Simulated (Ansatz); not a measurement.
Consider the following.

SrTaO3:
```yaml
crystal:
  lattice:
    - [3.98383, 0.00000, 0.00000]
    - [0.00000, 3.98383, 0.00000]
    - [0.00000, 0.00000, 3.98383]
  atoms:
    - { symbol: Sr, position: [0.00000, 0.00000, 0.00000] }
    - { symbol: Ta, position: [0.50000, 0.50000, 0.50000] }
    - { symbol: O, position: [0.50000, 0.50000, 0.00000] }
    - { symbol: O, position: [0.00000, 0.50000, 0.50000] }
    - { symbol: O, position: [0.50000, 0.00000, 0.50000] }
```

This is the LDA-relaxed structure.

### Question
All from plane-wave PAW LDA (Ansatz code), unless another level is named. Give the electronic character.

### Answer
metallic (no gap).

### Question
Predict the formation energy from the elements (no fitted shifts).

### Answer
-3.07 eV/atom.

### Question
And the density of states at the Fermi level?

### Answer
0.21 states/eV per atom (mean over ±0.08 eV).

Space group Pm-3m (cubic perovskite). The workflow started from a Materials Project entry (that database holds measured and hypothetical structures alike); the Crystallography Open Database copy checked does not list it. Whether it is the stable phase at ambient conditions was not checked. The LDA relaxation kept the symmetry of its start; its stability against distortions is not shown here. No spin polarisation was allowed. With an odd number of electrons in the cell and no spin polarisation, the count alone makes it a metal. The references are the lowest solids computed at this level, not always the standard phases (solids in place of the gases). Scalar-relativistic: spin–orbit coupling is off unless named, which matters more the heavier the elements.

Potentials: the later of the program's two PAW sets.
